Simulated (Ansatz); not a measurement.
**Ag: all-electron results**

```yaml
crystal:
  lattice:
    - [0.00000, 2.04310, 2.04310]
    - [2.04310, 0.00000, 2.04310]
    - [2.04310, 2.04310, 0.00000]
  atoms:
    - { symbol: Ag, position: [0.00000, 0.00000, 0.00000] }
```

Conventional cell: a = 4.086 Å, b = 4.086 Å, c = 4.086 Å, α = 90.00°, β = 90.00°, γ = 90.00°. Around Ag (atom 1) lie 12 Ag at 2.89 Å.

The cell comes from COD entry 9008459, which wasn't checked; take it as a given geometry.

Level of theory: DFT, PBEsol, all-electron LAPW, scalar-relativistic (Ansatz 0.2.0).

Settings: a Γ-centred 15×15×15 k mesh, Fermi–Dirac smearing of 0.03 eV, basis error target 0.5 meV/atom, no spin polarisation.

```
Pressure at this cell                             : -27.8 kbar
Band gap                                          : none: with an odd electron count and no spin polarisation the bands can't all be full, a metal in this set-up (spin order or a larger cell could open a gap)
Density of states at the Fermi level (0.2 eV bin) : 0.28 states/eV per cell
Volume per atom                                   : 115.1 bohr³
```
